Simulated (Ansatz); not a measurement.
Relaxed-ion elastic tensor of Si2Ni (fluorite or antifluorite type, Fm-3m) in GPa (Voigt order), LDA (plane waves, PAW; program Ansatz); density 4.99 g/cm³, 12.75 Å³ per atom.

|  | 1 | 2 | 3 | 4 | 5 | 6 |
|---|---|---|---|---|---|---|
| 1 | 208 | 147 | 147 | 0.0 | 0.0 | 0.0 |
| 2 | 147 | 208 | 147 | 0.0 | 0.0 | 0.0 |
| 3 | 147 | 147 | 208 | 0.0 | 0.0 | 0.0 |
| 4 | 0.0 | 0.0 | 0.0 | 83.9 | 0.0 | 0.0 |
| 5 | 0.0 | 0.0 | 0.0 | 0.0 | 83.9 | 0.0 |
| 6 | 0.0 | 0.0 | 0.0 | 0.0 | 0.0 | 83.9 |

**Question.** Is the crystal mechanically stable?

**Answer.** Yes: the smallest eigenvalue of C is 60.5 GPa.

**Question.** Work out the Voigt, Reuss and Hill averages.

**Answer.** K_V = 167, K_R = 167, K_H = 167; G_V = 62.4, G_R = 49.1, G_H = 55.8 GPa.

**Question.** Give Young's modulus, Poisson's ratio, Pugh's ratio and the universal anisotropy index.

**Answer.** E = 9KG/(3K + G) = 151 GPa; ν = 0.35; K/G = 3.00 (ductile by the Pugh limit of 1.75); A_U = 5G_V/G_R + K_V/K_R − 6 = 1.36.

**Question.** Estimate the sound speeds and the Debye temperature.

**Answer.** v_l = √((K + 4G/3)/ρ) = 6960 m/s, v_t = √(G/ρ) = 3340 m/s, mean 3760 m/s; Θ = (h/k)(3n/4πV)^(1/3) v_m = 479 K.

**Question.** Give the Zener ratio and Young's modulus along [100], [110] and [111].

**Answer.** A = 2C44/(C11 − C12) = 2.77; 1/E = S11 − 2(S11 − S12 − S44/2)Γ with Γ = 0, 1/4, 1/3 gives 85.6, 156, 216 GPa.

The cell was relaxed with LDA under the symmetry of its start; of distortions, only those at the zone centre were tested. No spin polarisation was allowed. As this level gives no gap, shear constants depend on the k-mesh and smearing (Fermi–Dirac, 0.1 eV here).

Potentials: the later of the program's two PAW sets.
